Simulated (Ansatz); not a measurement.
Ni (fcc, Cu type)

```xyz
1
Lattice="0.0000 1.7594 1.7594 1.7594 0.0000 1.7594 1.7594 1.7594 0.0000" Properties=species:S:1:pos:R:3 pbc="T T T"
Ni     0.0000     0.0000     0.0000
```

The slice is a {110} plane (indices of the conventional cell) through the point (0.000, 0.000, 0.000) (fractional), spanned by u = [100] and v = [1 -1 -1] in vectors of this cell: u (2.49 Å) and v (3.52 Å, at 90° to u). It covers one period; positions are fractions (u, v).

Calculation: PBE (plane waves to 420 eV, PAW, scalar-relativistic; Ansatz, a first-principles code). k mesh 23×23×23. Inside the PAW spheres the values are not all-electron values, and peaks at nuclei hang on which shells count as valence. Ni was relaxed with its symmetry unable to fall. Relaxed Ni ends ferromagnetic. The PAW data are Ansatz's earlier set. The magnetic order is the one the run started from; other orders were not tried.

Three fields on this plane, each scaled to ten steps between its own extremes (0 low, 9 high; the total valence density on a logarithmic scale, the potential cut 8 eV below its top; x marks points blanked near nuclei; v = 0 in the bottom row):

Map A
```
|xxxxxxx1331xxxxxx|
|xxxxxxx1441xxxxxx|
|xxxxxxx2562xxxxxx|
|xxxxxx147741xxxxx|
|xxxxx03699630xxxx|
|xxxx0268998620xxx|
|00013689999863100|
|11246788888876421|
|44567776666777654|
|55666655555666665|
|66666554444556666|
|66665544334455666|
|66666554444556666|
|55666665555566665|
|44567776666777654|
|11246788888876421|
|00013689999863100|
|xxxx0268998620xxx|
|xxxxx03699630xxxx|
|xxxxxx147741xxxxx|
|xxxxxxx2652xxxxxx|
|xxxxxxx1441xxxxxx|
|xxxxxxx1331xxxxxx|
|xxxxxxx1331xxxxxx|
```

Map B
```
|xxxxxxx8338xxxxxx|
|xxxxxxx7227xxxxxx|
|xxxxxxx5125xxxxxx|
|xxxxxx831138xxxxx|
|xxxxx94100149xxxx|
|xxxx7410000148xxx|
|77653100000113567|
|55432111111112345|
|44332211111122334|
|44433222222223344|
|44443322222233444|
|54443322222233444|
|44443322222233444|
|44433222222223344|
|44332211111122334|
|55432111111112345|
|77653110000013567|
|xxxx8410000147xxx|
|xxxxx94100149xxxx|
|xxxxxx831138xxxxx|
|xxxxxxx5215xxxxxx|
|xxxxxxx7227xxxxxx|
|xxxxxxx8338xxxxxx|
|xxxxxxx8228xxxxxx|
```

Map C
```
|xxxxxxx0440xxxxxx|
|xxxxxxx2442xxxxxx|
|xxxxxxx3553xxxxxx|
|xxxxxx256652xxxxx|
|xxxxx14677641xxxx|
|xxxx2466776642xxx|
|11345667777665431|
|56666666666666666|
|88877766556677788|
|99887665555667889|
|99987654444567899|
|99987654444567899|
|99987654444567899|
|99887665555667889|
|88877766556677788|
|56666666666666666|
|11345667777665431|
|xxxx2466776642xxx|
|xxxxx14677641xxxx|
|xxxxxx256652xxxxx|
|xxxxxxx3553xxxxxx|
|xxxxxxx2442xxxxxx|
|xxxxxxx0440xxxxxx|
|xxxxxxx0330xxxxxx|
```

**Question.** Assign the maps to these fields: ELF of the up spins; spin density, up minus down; electrostatic potential energy of an electron, from the cell's mean.

**Answer.** A is the ELF of the up spins; B is the spin density, up minus down; C is the electrostatic potential energy of an electron, from the cell's mean.
